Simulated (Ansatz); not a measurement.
input.yaml (Ansatz)

```yaml
crystal:
  lattice:
    - [14.0, 0.0, 0.0]
    - [0.0, 14.4, 0.0]
    - [0.0, 0.0, 14.8]
  atoms:
    - { symbol: In, position: [0.5, 0.5, 0.5], spin: 1.0 }
  symmetry: { detect: false, time_reversal: true }
hamiltonian:
  xc: r2scan
  pseudopotentials:
    kind: paw
    azcp:
      In: "pseudopotentials/In.paw.azcp"
basis:
  ecutwfc: 500
  fft_grid_basis: typed
kpoints:
  mp_grid: { grid: [1, 1, 1], shift: [0, 0, 0] }
magnetization:
  spin_polarized: true
scf:
  occupations: { method: fermi_dirac, width: 0.01 }
```

Terminal output

```
Engine: ansatz 0.2.0, aarch64-unknown-linux-gnu
Pseudopotentials: kind: paw
Pseudopotential: In, paw, valence charge 13, recommended cutoff 500 eV (meta_gga) 
Functional definition: r2SCAN
  parameter k0 = 0.174
  parameter k1 = 0.065
  parameter a1 = 4.9479
  exchange = r2scan_x(k0 = k0, k1 = k1, a1 = a1)
  correlation = r2scan_c
Crystal: 1 atoms, lattice volume = 2983.680 Å³
Basis set: ecut = 500 eV, 75747 PW (Γ), exchange–correlation on 432×432×432 points (64 copies of the dense FFT grid, shifted against one another)
Bands: 11, of which v1, the nominal top of the filled ones, is band 7 counted from 1 (6 counted from 0)
Symmetry: 1 space group operations
k-points: 1
Non-local potential: In, projectors of the file, l = 0: 2, l = 1: 2, l = 2: 2, l = 3: 2
PAW form: soft (Blöchl's): semilocal exchange-correlation on the pseudo side does not see the compensation charge
PAW frozen core: In, regenerated for the run's functional (the file was generated under x = pbe(κ = 0.804, μ = 0.2195149727645171), c = pbe(β = 0.06672455060314922))
PAW one-centre angular grid: In, 590 points (default); XC on 289 of its mesh's 2783 points in the sphere
Initial density: superposition of atomic densities (neutral atoms: chi_scale 0, normalization atom)
Starting moments: Σ|m| = 1 μB on 1 of 1 site
Initial wavefunctions: pseudopotential atomic-orbital guess
Functional: x = r2scan, c = r2scan; τ floored in thin density (d = 2e-4 eV/Å³)
iter 1 solved again at ethr=5.89e-5 eV; its pass at ethr=3.10e-3 eV (dr2=7.66e-3 eV) is discarded
SCF iter   1: F=—  HF=-5608.896665 eV  |F-HF|=—  |Δ(HF+E_count)|=         —  Δρ=4.58e-3 (↑4.05e-3 ↓4.58e-3)  dr2=7.52e-3  dr2_τ=7.07e-3  dr2_m=5.08e-1  M=1.000 μB ∫|m|=1.000 μB  β_m=0.30  ethr=5.89e-5  ⟨swp⟩=3.0  Hψ=196  notcnv=0
spin=Collinear: Resta preconditioning applied to the charge; magnetization (m = ρ↑ − ρ↓) channel mixes plain (no charge-response kernel on spin).
SCF iter   2: F=—  HF=-5609.019224 eV  |F-HF|=—  |Δ(HF+E_count)|=   1.23e-1  Δρ=3.22e-3 (↑2.98e-3 ↓3.22e-3)  dr2=1.98e-3  dr2_τ=1.34e-3  dr2_m=2.63e-1  M=1.000 μB ∫|m|=1.000 μB  β_m=0.30  ethr=5.79e-5  ⟨swp⟩=8.5  Hψ=70  notcnv=0  κ⁻¹=1.0e0(r=1)
spin-set hold released at iteration 2 (site moments show no strong build): the magnetisation degrees of freedom join the quasi-Newton model from the next iteration; the mixer history was kept
SCF iter   3: F=—  HF=-5609.102714 eV  |F-HF|=—  |Δ(HF+E_count)|=   8.35e-2  Δρ=2.26e-3 (↑2.25e-3 ↓2.26e-3)  dr2=2.27e-2  dr2_τ=7.13e-4  dr2_m=1.37e-1  M=1.000 μB ∫|m|=1.000 μB  β_m=1.20  ethr=1.52e-5  ⟨swp⟩=8.0  Hψ=72  notcnv=0  defer=1  κ⁻¹=1.5e-1(r=2)
SCF iter   4: F=—  HF=-5609.266371 eV  |F-HF|=—  |Δ(HF+E_count)|=   1.64e-1  Δρ=1.72e-3 (↑1.72e-3 ↓2.47e-4)  dr2=2.49e-1  dr2_τ=4.24e-4  dr2_m=1.89e-2  M=1.000 μB ∫|m|=1.018 μB  β_m=1.20  ethr=1.52e-5  ⟨swp⟩=7.0  Hψ=82  notcnv=0  defer=1  κ⁻¹=1.7e-2(r=3)
...
SCF iter  45: F=-5609.419888 eV  HF=-5609.419945 eV  |F-HF|=5.69e-5  |Δ(HF+E_count)|=   1.87e-5  Δρ=6.14e-6 (↑6.14e-6 ↓3.83e-6)  dr2=6.34e-6  dr2_τ=5.96e-9  dr2_m=1.20e-7  M=1.000 μB ∫|m|=1.039 μB  β_m=1.20  ethr=5.49e-9  ⟨swp⟩=9.0  Hψ=101  notcnv=0  defer=1  κ⁻¹=1.5e-1(r=2)
SCF iter  46: F=-5609.419906 eV  HF=-5609.419921 eV  |F-HF|=1.45e-5  |Δ(HF+E_count)|=   2.45e-5  Δρ=6.43e-6 (↑6.43e-6 ↓3.26e-6)  dr2=6.80e-6  dr2_τ=5.47e-9  dr2_m=8.78e-8  M=1.000 μB ∫|m|=1.039 μB  β_m=1.20  ethr=5.49e-9  ⟨swp⟩=8.0  Hψ=82  notcnv=0  defer=1  κ⁻¹=1.3e-2(r=3)
SCF iter  47: F=-5609.419885 eV  HF=-5609.419952 eV  |F-HF|=6.74e-5  |Δ(HF+E_count)|=   3.15e-5  Δρ=6.36e-6 (↑6.36e-6 ↓3.22e-6)  dr2=6.43e-6  dr2_τ=5.59e-9  dr2_m=9.87e-8  M=1.000 μB ∫|m|=1.039 μB  β_m=1.20  ethr=5.49e-9  ⟨swp⟩=7.0  Hψ=70  notcnv=0  defer=1  κ⁻¹=5.5e-1(r=3)
SCF iter  48: F=-5609.419845 eV  HF=-5609.419734 eV  |F-HF|=1.11e-4  |Δ(HF+E_count)|=   2.18e-4  Δρ=8.74e-6 (↑8.74e-6 ↓4.95e-6)  dr2=1.16e-5  dr2_τ=2.75e-8  dr2_m=3.46e-7  M=1.000 μB ∫|m|=1.039 μB  β_m=1.20  ethr=5.49e-9  ⟨swp⟩=9.5  Hψ=92  notcnv=0  defer=2
Mixer restart at iter 48: flushing history
SCF iter  49: F=-5609.419905 eV  HF=-5609.419907 eV  |F-HF|=2.57e-6  |Δ(HF+E_count)|=   1.73e-4  Δρ=8.09e-6 (↑8.09e-6 ↓4.24e-6)  dr2=1.18e-5  dr2_τ=8.81e-9  dr2_m=1.06e-7  M=1.000 μB ∫|m|=1.040 μB  ethr=5.49e-9  ⟨swp⟩=1.0  Hψ=137  notcnv=0
Mixer restart at iter 49: flushing history
iteration 49: the SCF's residuals had fallen too slowly under its mixing. It goes on by minimising its free energy, and can end on another state than longer mixing would; under `scf.algorithm: density_mixing` no SCF does so, but by `scf.convergence.dm_fallback`
SCF iter  50: F=—  HF=-5609.419917 eV  |F-HF|=—  |Δ(HF+E_count)|=   9.26e-6  Δρ=1.52e-6 (↑1.52e-6 ↓1.21e-6)  dr2=1.88e-7  dr2_τ=3.97e-9  dr2_m=4.92e-9  M=1.000 μB ∫|m|=1.040 μB  ethr=5.49e-9  ⟨swp⟩=11.5  Hψ=294  notcnv=0
SCF iter  51: F=—  HF=-5609.419919 eV  |F-HF|=—  |Δ(HF+E_count)|=   2.58e-6  Δρ=8.16e-7 (↑6.37e-7 ↓8.16e-7)  dr2=2.68e-8  dr2_τ=8.05e-11  dr2_m=8.44e-9  M=1.000 μB ∫|m|=1.040 μB  ethr=7.69e-10  ⟨swp⟩=12.0  Hψ=160  notcnv=0
SCF iter  52: F=—  HF=-5609.419923 eV  |F-HF|=—  |Δ(HF+E_count)|=   3.46e-6  Δρ=1.12e-6 (↑7.59e-7 ↓1.12e-6)  dr2=5.47e-8  dr2_τ=1.49e-10  dr2_m=1.23e-8  M=1.000 μB ∫|m|=1.040 μB  ethr=2.07e-10  ⟨swp⟩=10.5  Hψ=161  notcnv=0
SCF iter  53: F=—  HF=-5609.419937 eV  |F-HF|=—  |Δ(HF+E_count)|=   1.39e-5  Δρ=1.06e-6 (↑7.78e-7 ↓1.06e-6)  dr2=6.42e-8  dr2_τ=1.28e-9  dr2_m=1.07e-8  M=1.000 μB ∫|m|=1.040 μB  ethr=2.07e-10  ⟨swp⟩=12.5  Hψ=193  notcnv=0
SCF iter  54: F=—  HF=-5609.419970 eV  |F-HF|=—  |Δ(HF+E_count)|=   3.32e-5  Δρ=1.33e-6 (↑9.65e-7 ↓1.33e-6)  dr2=7.44e-8  dr2_τ=1.22e-9  dr2_m=1.95e-8  M=1.000 μB ∫|m|=1.040 μB  ethr=2.07e-10  ⟨swp⟩=13.0  Hψ=224  notcnv=0
SCF iter  55: F=—  HF=-5609.420007 eV  |F-HF|=—  |Δ(HF+E_count)|=   3.71e-5  Δρ=2.00e-6 (↑1.47e-6 ↓2.00e-6)  dr2=1.47e-7  dr2_τ=1.47e-9  dr2_m=3.89e-8  M=1.000 μB ∫|m|=1.040 μB  ethr=2.07e-10  ⟨swp⟩=13.0  Hψ=216  notcnv=0
SCF iter  56: F=—  HF=-5609.420037 eV  |F-HF|=—  |Δ(HF+E_count)|=   2.99e-5  Δρ=1.52e-6 (↑1.52e-6 ↓1.49e-6)  dr2=1.57e-7  dr2_τ=1.97e-9  dr2_m=2.47e-8  M=1.000 μB ∫|m|=1.040 μB  ethr=2.07e-10  ⟨swp⟩=12.5  Hψ=223  notcnv=0
SCF iter  57: F=—  HF=-5609.420065 eV  |F-HF|=—  |Δ(HF+E_count)|=   2.79e-5  Δρ=1.98e-6 (↑1.98e-6 ↓1.16e-6)  dr2=1.96e-7  dr2_τ=3.86e-9  dr2_m=1.70e-8  M=1.000 μB ∫|m|=1.040 μB  ethr=2.07e-10  ⟨swp⟩=12.5  Hψ=212  notcnv=0
SCF iter  58: F=—  HF=-5609.420088 eV  |F-HF|=—  |Δ(HF+E_count)|=   2.34e-5  Δρ=1.85e-6 (↑1.85e-6 ↓1.43e-6)  dr2=3.25e-7  dr2_τ=3.36e-9  dr2_m=8.88e-9  M=1.000 μB ∫|m|=1.040 μB  ethr=2.07e-10  ⟨swp⟩=12.0  Hψ=213  notcnv=0
SCF iter  59: F=—  HF=-5609.420105 eV  |F-HF|=—  |Δ(HF+E_count)|=   1.67e-5  Δρ=1.51e-6 (↑1.51e-6 ↓1.34e-6)  dr2=1.41e-7  dr2_τ=1.36e-9  dr2_m=1.48e-8  M=1.000 μB ∫|m|=1.040 μB  ethr=2.07e-10  ⟨swp⟩=13.0  Hψ=223  notcnv=0
SCF iter  60: F=—  HF=-5609.420117 eV  |F-HF|=—  |Δ(HF+E_count)|=   1.23e-5  Δρ=8.65e-7 (↑8.34e-7 ↓8.65e-7)  dr2=4.27e-8  dr2_τ=8.30e-10  dr2_m=9.29e-9  M=1.000 μB ∫|m|=1.040 μB  ethr=2.07e-10  ⟨swp⟩=12.0  Hψ=208  notcnv=0
SCF iter  61: F=—  HF=-5609.420124 eV  |F-HF|=—  |Δ(HF+E_count)|=   6.69e-6  Δρ=6.34e-7 (↑6.34e-7 ↓6.06e-7)  dr2=2.79e-8  dr2_τ=8.06e-10  dr2_m=3.54e-9  M=1.000 μB ∫|m|=1.040 μB  ethr=2.07e-10  ⟨swp⟩=12.5  Hψ=203  notcnv=0
```

The calculation hadn't finished when its time ran out.
